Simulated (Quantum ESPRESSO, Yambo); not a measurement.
NaI (rock salt, space group Fm-3m, No. 225) under isotropic strain of -0.7 % on all lattice vectors has a direct PBEsol gap at Γ (PBEsol (pw.x of Quantum ESPRESSO, ONCV potentials, scalar-relativistic)). One step of 0.1098 1/Å from Γ towards X, the lowest conduction band rises by 0.1730 eV and the highest valence band falls by 0.0306 eV. Yambo's RPA (10×10×10 mesh) gives ε∞ = 3.23.

Task: Estimate the masses, then the Wannier-Mott binding energy and radius of the lowest exciton.

Result: With ΔE = ħ²k²/2m and ħ²/2m0 = 3.810 eV Å²: m_e = 3.810 × 0.1098² / 0.1730 = 0.266 m0, m_h = 1.501 m0, so μ = m_e m_h/(m_e + m_h) = 0.226 m0. E_b = 13.606 eV × μ/ε² = 290 meV and a = 0.529 Å × ε/μ = 7.6 Å. In k space the exciton extends over about 1/a = 0.13 1/Å; the 8×8×8 mesh of the BSE run has steps of 0.21 1/Å, too coarse to resolve it. One finite step overestimates masses where bands are non-parabolic, and one direction stands for all. The valence edge is degenerate; only the top band's mass is used. Only electronic screening is counted; in a polar crystal the lattice screens weakly bound excitons too, which can cut the binding several times. Convergence of the RPA response with its 10×10×10 mesh was not tested. Spin-orbit coupling is left out, which matters for elements this heavy: edges can move by tenths of an eV.

Geometry strained from the cell relaxed with PBEsol, atoms relaxed again; primitive cell a = b = c = 4.494 Å, α = β = γ = 60.00°.
